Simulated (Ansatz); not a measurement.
# Lattice vibrations of Zn$_{3}$AsN at Γ

Theory: Ansatz, DFT PBE, scalar-relativistic, plane waves, PAW. Settings: 420 eV plane-wave cutoff, Γ-centred 8×8×8 mesh, Fermi-Dirac smearing of 0.15 eV. No spin polarisation. Phonons by linear response, acoustic sum rule imposed.

Equilibrium structure at this level:
```yaml
crystal:
  lattice:
    - [4.17341, 0.00000, 0.00000]
    - [0.00000, 4.17341, 0.00000]
    - [0.00000, 0.00000, 4.17341]
  atoms:
    - { symbol: Zn, position: [0.00000, 0.50000, 0.50000] }
    - { symbol: Zn, position: [0.50000, 0.00000, 0.50000] }
    - { symbol: Zn, position: [0.50000, 0.50000, 0.00000] }
    - { symbol: As, position: [0.00000, 0.00000, 0.00000] }
    - { symbol: N, position: [0.50000, 0.50000, 0.50000] }
```

Its imaginary modes show that this cell, built by swapping an element in a database structure, isn't a minimum of the energy. In a metal, frequencies and elastic constants depend on the k mesh and the smearing, soft modes and shear constants most. A semilocal functional can close a gap that the real compound has.

Optical modes at Γ; i marks an imaginary frequency:
```json
{"frequency (cm⁻¹)": "86i", "degeneracy": "3"}
{"frequency (cm⁻¹)": "76i", "degeneracy": "3"}
{"frequency (cm⁻¹)": "116", "degeneracy": "3"}
{"frequency (cm⁻¹)": "395", "degeneracy": "3"}
```

6 of the 12 optical modes are unstable, so the structure is a saddle point of the energy and would distort without enlarging its cell.

Whether Zn3AsN exists in this form wasn't checked.